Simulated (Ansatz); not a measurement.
## NbRu: stiffness from a series of strains

```
CELL_PARAMETERS angstrom
3.18400 0.00000 0.00000
0.00000 3.18400 0.00000
0.00000 0.00000 3.18400
ATOMIC_POSITIONS crystal
Nb 0.00000 0.00000 0.00000
Ru 0.50000 0.50000 0.50000
```

Atom numbers follow the list: Nb1, Ru2.

The cell comes from COD entry 1523398, which wasn't checked; take it as a given geometry.

Spin polarisation is left out, and whether a magnetic state lies lower isn't shown here.

All numbers below come from Ansatz 0.2.0, DFT, PBEsol, all-electron LAPW, scalar-relativistic.

Settings: a Γ-centred 11×11×11 k mesh, Fermi–Dirac smearing of 0.03 eV, basis error target 0.25 meV/atom, no spin polarisation.

The strain is applied along the Cartesian axes of the cell as listed (γ is the engineering shear, twice εxy = εyz = εzx). Fractional coordinates are held (clamped ions).

σ is the change of stress from the unstrained cell, which is at -9.95 GPa; tension is positive, so slopes are stress–strain coefficients at that pressure. In a metal the k mesh adds noise.

Only quantities that a quadratic follows smoothly over the whole series are listed; rougher ones are left out.

| γ | σxy (GPa) |
| --- | --- |
| -0.0200 | -1.34 |
| 0.0000 | 0.00 |
| 0.0100 | 0.61 |
| 0.0200 | 1.08 |

(1) Fit the series and read off the stiffness at zero strain.

(2) One run, at γ = -0.0100, is withheld. Predict its row.

## Answers

(1) Least-squares fits y = p0 + p1 x + p2 x² to the rows give σxy (GPa): p1 = 60.8, p2 = -360. So C44 (clamped ions) = 61 GPa.

(2) The fits give -0.63; the run gave -0.67.
